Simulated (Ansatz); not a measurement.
Pd (fcc, Cu type)

```
CELL_PARAMETERS angstrom
      3.94259     0.00000     0.00000
      0.00000     3.94259     0.00000
      0.00000     0.00000     3.94259
ATOMIC_POSITIONS crystal
  Pd 0.00000 0.00000 0.00000
  Pd 0.50000 0.50000 0.00000
  Pd 0.50000 0.00000 0.50000
  Pd 0.00000 0.50000 0.50000
```

Scan: atom 3 (Pd, nearest neighbour Pd at 2.788 Å; its periodic images, 3.9 Å or more away, move with it) is displaced along Cartesian [111], direction (0.577, 0.577, 0.577) in Cartesian axes, by s. The other atoms stay.

Computed with PBE (plane waves to 420 eV, PAW, scalar-relativistic; Ansatz, an electronic-structure program). k mesh 10×10×10 (Γ-centred), Fermi-Dirac smearing 0.05 eV. Energies are smeared free energies. With partly filled bands, energies and forces of such displacements shift with the k mesh and the smearing. Pd is run without spin polarisation. Pd was relaxed with its symmetry unable to fall. The PAW data are Ansatz's earlier set. The zero of ΔE is the undisplaced structure. The last digit holds for this mesh only.

```tsv
s (Å)	ΔE (meV/cell)
-0.280	343.5
-0.224	withheld
-0.168	120.9
-0.112	53.5
-0.056	13.3
0.000	0.0
0.056	13.3
0.112	53.5
0.168	120.9
0.224	withheld
0.280	343.5
```

### Question
Fit an even polynomial form (powers 2, 4) to the given rows and predict ΔE at s = 0.224.

### Answer
Least squares on the 9 given rows: ΔE = (4232)·s² + (1901)·s⁴, in meV/cell with s in Å; root-mean-square residual 0.06 meV/cell. At 0.224 the fit gives 217.1 meV/cell; the calculation gives 216.9 meV/cell, so the interpolation is off by 0.2 (+0.1 %). The quadratic term alone would give 212.3 meV/cell.

(For displaced atoms, the force is minus the slope of the energy, and its curvature is a force constant, which sets phonon frequencies.)
